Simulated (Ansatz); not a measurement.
SrMgF4:
```
CELL_PARAMETERS angstrom
      1.97234    -7.20545     0.00000
      1.97234     7.20545     0.00000
      0.00000     0.00000     5.61261
ATOMIC_POSITIONS crystal
  Sr 0.34204 0.65796 0.04177
  Sr 0.65796 0.34204 0.54177
  Mg 0.91558 0.08442 0.59522
  Mg 0.08442 0.91558 0.09522
  F  0.83823 0.16177 0.31039
  F  0.16177 0.83823 0.81039
  F  0.03428 0.96572 0.43126
  F  0.96572 0.03428 0.93126
  F  0.79830 0.20170 0.78782
  F  0.20170 0.79830 0.28782
  F  0.41553 0.58447 0.61652
  F  0.58447 0.41553 0.11652
```

Relaxed with r²SCAN. Independent-particle spectrum: no excitons, no local fields, no scissors shift; 0.1 eV broadening; ε₁ of the summed bands alone.

**Question.** Tabulate the dielectric function from plane-wave PAW r²SCAN (Ansatz code).

**Answer.** 

```
E (eV)  ε₁ xx  ε₂ xx  ε₁ yy  ε₂ yy  ε₁ zz  ε₂ zz
------  -----  -----  -----  -----  -----  -----
0.0      1.97   0.00   1.92   0.00   1.96   0.00
0.5      1.97   0.00   1.92   0.00   1.96   0.00
1.0      1.98   0.00   1.92   0.00   1.97   0.00
1.5      1.98   0.00   1.93   0.00   1.97   0.00
2.0      1.99   0.00   1.94   0.00   1.98   0.00
2.5      2.00   0.00   1.95   0.00   1.99   0.00
3.0      2.02   0.00   1.96   0.00   2.00   0.00
3.5      2.04   0.00   1.98   0.00   2.02   0.00
4.0      2.06   0.00   2.00   0.00   2.04   0.00
4.5      2.08   0.00   2.02   0.00   2.07   0.00
5.0      2.12   0.00   2.06   0.00   2.10   0.00
5.5      2.16   0.00   2.10   0.00   2.14   0.00
6.0      2.21   0.00   2.14   0.00   2.19   0.00
6.5      2.27   0.00   2.21   0.00   2.25   0.00
7.0      2.35   0.00   2.29   0.00   2.33   0.00
7.5      2.47   0.00   2.43   0.00   2.46   0.00
8.0      2.74   0.07   2.66   0.20   2.71   0.10
8.5      2.77   0.32   2.65   0.40   2.75   0.33
9.0      2.80   0.45   2.65   0.53   2.77   0.46
9.5      2.88   0.52   2.72   0.64   2.85   0.54
10.0     2.99   0.76   2.65   1.18   2.95   0.75
10.5     3.29   0.96   2.79   0.84   3.06   1.03
11.0     3.19   1.49   2.76   1.21   3.15   1.50
11.5     2.91   1.93   2.71   1.77   2.62   2.00
12.0     2.18   3.24   2.13   2.62   1.94   2.70
```

**Question.** From ε at 9.7 eV (xx: 2.93 + 0.62i), find n, k, the normal reflectivity and the absorption coefficient.

**Answer.** n = 1.72, k = 0.180, R = 7 %, α = 2kE/ħc = 180000 cm⁻¹.

With all bands, ε∞ without local fields is 2.15 (xx), 2.10 (yy), 2.14 (zz).

Space group Cmc2_1. The first step of the workflow began from a Materials Project structure, measured or hypothetical; the Crystallography Open Database files this formula in space group No. 36, but the cells were not matched. Its standing as an ambient phase is unchecked. The cell was relaxed with r²SCAN under the symmetry of its start; whether a distortion lowers the energy is not shown. Spin–orbit coupling is left out wherever it is not named.

Potentials: the earlier of the program's two PAW sets. The files were generated under PBE; for other functionals the program regenerates the frozen cores, and for LDA and PBEsol the local potential too.
